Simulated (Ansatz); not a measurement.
The start is a generated trial cell of AlRu in the CuPt structure type. The structure is fully relaxed (lattice and positions, P = 0) with r2SCAN (plane waves to 500 eV, PAW, scalar-relativistic; Ansatz, an electronic-structure program). The first steps use a coarse 14×14×14 k-mesh.

Input geometry:
```
CELL_PARAMETERS angstrom
      1.32486     0.76491     4.23300
     -1.32486     0.76491     4.23300
      0.00000    -1.52981     4.23300
ATOMIC_POSITIONS crystal
  Al 0.00000 0.00000 0.00000
  Ru 0.50000 0.50000 0.50000
```

Initial pressure: +18.8 GPa (positive: the cell is compressed)
Outcome: The space group stays R-3m (No. 166) (the run could not lower it); the end is AFLOW prototype AB_hR2_166_a_b (L1_1, as in CuPt), with 2 atoms in the primitive cell
Volume change: +7.8 %, from 12.87 to 13.87 Å³/atom
Shortest distances (start → end): The closest pairs of elements (up to four, under 3.6 Å), start → end: Al–Ru 2.61 → 2.57 Å; Al–Al 2.65 → 2.85 Å; Ru–Ru 2.65 → 2.85 Å
Band gap at the end: no gap (metallic)
Optimiser moves: 13

The end point of the relaxation:

Space group R-3m, hexagonal axes (No. 166); a = b = 2.8514 Å, c = 11.8190 Å, α = β = 90.00°, γ = 120.00°

| atom | site | symmetry | x | y | z |
|---|---|---|---|---|---|
| Al | 3a | -3m | 0.0000 | 0.0000 | 0.0000 |
| Ru | 3b | -3m | 0.0000 | 0.0000 | 0.5000 |
(The calculation used a cell of 2 atoms; values per cell refer to that cell.)

Final values are on a 19×19×19 k-mesh of the relaxed cell. No spin polarisation in the result.

The run could not lose the symmetry of its start, so the end can be a saddle point.

All atoms sit on sites fixed by symmetry, so only the cell could relax.

The relaxed structure here is a generated cell of AlRu: the first start was made by placing the elements on the sites of a structure type, and the end was not matched to a known phase here, so it may be hypothetical.
